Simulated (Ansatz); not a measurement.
Here is the system:

WO3:
```xyz
16
Lattice="5.2492 0.0000 0.0000 0.0000 5.2492 0.0000 0.0000 0.0000 7.8700" Properties=species:S:1:pos:R:3 pbc="T T T"
W      0.0000     2.6246     1.7080
W      2.6246     0.0000     2.2270
W      2.6246     0.0000     6.1621
W      0.0000     2.6246     5.6430
O      1.5216     1.5216     5.9025
O      1.1030     4.1462     5.9025
O      3.7275     3.7275     5.9025
O      4.1462     1.1030     5.9025
O      1.1030     1.1030     1.9675
O      1.5216     3.7275     1.9675
O      4.1462     4.1462     1.9675
O      3.7275     1.5216     1.9675
O      0.0000     2.6246     7.8236
O      2.6246     0.0000     3.9814
O      2.6246     0.0000     0.0464
O      0.0000     2.6246     3.8886
```

This is the PBEsol-relaxed structure.

Question: All from PBEsol in the plane-wave PAW code Ansatz, unless another level is named. Predict the electron effective mass with spin–orbit coupling.

Answer: 0.18, 0.18, 11 mₑ (principal values).

Question: Predict the band gap.

Answer: 1.04 eV (indirect).

Question: Next, the weight of the conduction-edge state by species (Voronoi cells)?

Answer: W 73 %, O 27 %.

Question: Predict the valence-band maximum.

Answer: on the M–Γ line, 40 % of the way from M.

Question: Predict the conduction-band minimum.

Answer: on the Γ–Z line, 5 % of the way from Γ (2 equivalent valleys).

Space group P4/ncc. The workflow started from a Materials Project entry (that database holds measured and hypothetical structures alike); the Crystallography Open Database files this formula in space group No. 130, but the cells were not matched. Its standing as an ambient phase is unchecked. The cell was relaxed with PBEsol under the symmetry of its start; whether a distortion lowers the energy is not shown. No spin polarisation was allowed. No Hubbard U is applied. Scalar-relativistic: spin–orbit coupling is off unless named, which matters more the heavier the elements.

Potentials: the later of the program's two PAW sets.
